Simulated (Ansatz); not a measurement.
Sr (bcc (W type), Im-3m) at seven volumes, the program Ansatz at the LDA level (PAW), scaled uniformly. One row is withheld.

| V (Å³/atom) | P (GPa) |
|---|---|
| 43.470 | 1.54 |
| 44.903 | 0.97 |
| 46.336 | 0.45 |
| 47.769 | 0.00 |
| 49.202 | ? |
| 50.635 | -0.76 |
| 52.068 | -1.07 |

Q: Fit the shown pressures and predict the withheld one.

A: P = (3/2)B₀(x^(7/2) − x^(5/2))[1 + (3/4)(B′ − 4)(x − 1)] with x = (V₀/V)^(2/3). Least squares on the six rows gives V₀ = 47.768 Å³/atom, B₀ = 14.2 GPa, B′ = 3.04. At V = 49.202, x = 0.9805 and P = -0.40 GPa. The run itself gave -0.40 GPa.

This is a known high-temperature phase of the composition, computed here at zero pressure and temperature. The LDA relaxation kept the symmetry of its start; its stability against distortions is not shown here. The volume lies over 15 % below that of the usual cell of this phase: another minimum, or an error of the functional.

Potentials: the later of the program's two PAW sets.
